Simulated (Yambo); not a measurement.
```
ScF3
1.0
    2.85141     1.64626     4.65336
   -2.85141     1.64626     4.65336
    0.00000    -3.29252     4.65336
F Sc
6 2
Direct
  0.72658   0.25000   0.77342
  0.27342   0.75000   0.22658
  0.77342   0.72658   0.25000
  0.22658   0.27342   0.75000
  0.25000   0.77342   0.72658
  0.75000   0.22658   0.27342
  0.50000   0.50000   0.50000
  0.00000   0.00000   0.00000
```

Response from Yambo on LDA (pw.x of Quantum ESPRESSO, ONCV potentials, no spin-orbit coupling) bands: 4×4×4 mesh, 107 bands, 3 Ry local-field block, 0.2 eV broadening.

Q: Give the static electronic dielectric constant without and with local fields along each axis.

A: 
```csv
field along,"ε(0), independent particles","ε(0), RPA with local fields",refractive index √ε
x,2.31,2.25,1.50
z,2.31,2.25,1.50
```
Electronic (clamped-ion) response only. LDA gaps are usually too small, which raises these values. Convergence of the RPA response with its 4×4×4 mesh was not tested. x, y and z are Cartesian axes of the cell as given.

Geometry of the Materials Project entry, not relaxed at this level.

The structure is a Materials Project entry; no match was found in the copy of COD used, and its stability was not checked.
